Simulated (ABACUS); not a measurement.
Set-up for a self-consistent single point of Ge (Imma, 4 atoms in the cell; from Materials Project mp-1061054, changed as shown).

```xyz
4
Lattice="4.8920 0.0000 0.0000 0.0000 5.1957 0.0000 0.0000 0.0000 2.8164" Properties=species:S:1:pos:R:3 pbc="T T T"
Ge     0.0000     3.8968     2.6360
Ge     0.0000     1.2989     0.1804
Ge     2.4460     1.2989     1.2278
Ge     2.4460     3.8968     1.5886
```

Computed with ABACUS with LDA (PW92), numerical atomic orbitals DZP (confined pseudo-atomic orbitals with Gaussian additions; energy shift 0.003 Ry), PseudoDojo 0.4 standard norm-conserving LDA (tails mended) pseudopotentials.

ABACUS settings:

- basis = DZP numerical atomic orbitals, energy shift 0.003 Ry
- KPT = Gamma 6 6 10 0 0 0
- basis_type = lcao
- dft_functional = PWLDA
- ecutwfc = 100 Ry
- smearing_method = fd
- smearing_sigma = 0.00367493 Ry
- potentials = PseudoDojo 0.4 standard norm-conserving LDA (tails mended)
- symmetry = 1
- symmetry_prec = 1e-05
- ks_solver = genelpa
- scf_nmax = 100
- scf_thr = 1.0e-06
- mixing_type = broyden

Results:

* **Number of valence electrons**: 56
* **Number of bands**: 38
* **Number of k-points after the program's reduction**: 96
* **Size of the basis**: 100
* **Number of SCF iterations**: 6
* **Free energy E − TS**: -9711.6609 eV
* **Fermi level (on the code's own zero)**: 12.69 eV
* **Pressure**: 1.79 GPa

Stress (GPa, positive for compression):
```
1.89  0.00  0.00
0.00  2.68  0.00
0.00  0.00  0.82
```

For comparison: a first run was changed to give this one (lattice scaled by 0.98), and from it to this one the free energy falls by 5.1 meV/atom and the pressure goes from -2.97 to 1.79 GPa.

The atom-centred basis is finite, which shifts total energies and pressures against plane waves. The structure comes from a collection of computed structures, made at another level of theory; the collection holds predicted forms beside known ones.

Cost on one core: around 23 core-seconds (rough).

The atomic orbitals were generated for these runs; they are not ABACUS's published sets and were checked against plane waves on a few crystals only.

“Tails mended”: in these copies of the files the far tail of each local potential was reset to the Coulomb form.
